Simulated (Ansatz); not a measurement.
# Ru: stationary points along a deformation path

Computed with DFT r2SCAN, scalar-relativistic, plane waves, PAW (Ansatz). Settings: plane waves to 500 eV, k-mesh 30×30×16 (Γ-centred), Gaussian smearing 0.15 eV. No spin polarisation. Energies are free energies at this smearing, counted from the undisturbed cell; pressure is positive in compression.

The starting cell (relaxed at this level):

```
Ru
1.0
     2.70235    0.00000    0.00000
    -1.35117    2.34030    0.00000
     0.00000    0.00000    4.26597
Ru
2
Cartesian
  0.0000 1.5602 1.0665
  1.3512 0.7801 3.1995
```

At fixed volume and fractional coordinates, lengths along (0.000, 0.000, 1.000) are scaled against those across it; ρ is that ratio over its starting value. V = 13.490 Å³/atom. Δσ is the stress along the axis less the mean stress across it (compression positive).

```csv
ρ,ΔE (meV/atom),Δσ (GPa),space group
0.800,526.3,68.95,P6_3/mmc
0.850,306.0,59.96,P6_3/mmc
0.920,86.7,36.41,P6_3/mmc
0.960,20.5,18.50,P6_3/mmc
1.000,0.0,-0.81,P6_3/mmc
1.050,34.8,-24.52,P6_3/mmc
1.100,127.8,-46.64,P6_3/mmc
1.200,442.4,-78.28,P6_3/mmc
```

Q: How does the stress give the slope of the energy, and where is the energy stationary?

A: Along the path d ln(length) is 2/3 d ln ρ on the axis and −1/3 d ln ρ across it, so dE/d ln ρ = −(2/3) V Δσ: the energy falls with ρ where Δσ is positive. Δσ vanishes or changes sign between ρ = 0.960 and 1.000, a minimum (near 1.00 by linear interpolation). Pairs of stationary points between two samples would go unseen, and could change a minimum read from distant neighbours into a maximum.

Q: Integrate that slope from ρ = 1 to 0.850 by the trapezoid rule.

A: With V/N in Å³ and 1 eV/Å³ = 160.2 GPa the slopes at ρ = 1.000, 0.960, 0.920, 0.850 are 46, -1039, -2044, -3366 meV/atom per unit of ln ρ. The steps add 20.3 + 65.6 + 214.0 = 299.9 meV/atom, against 306.0 from the energies; the trapezoid rule misses the curvature of the slope within each step.

In a metal these slopes depend on the k mesh and the smearing.

Cost: 8 runs of about 5.4 core-minutes in all, on Arm Neoverse V2 (shared hosts).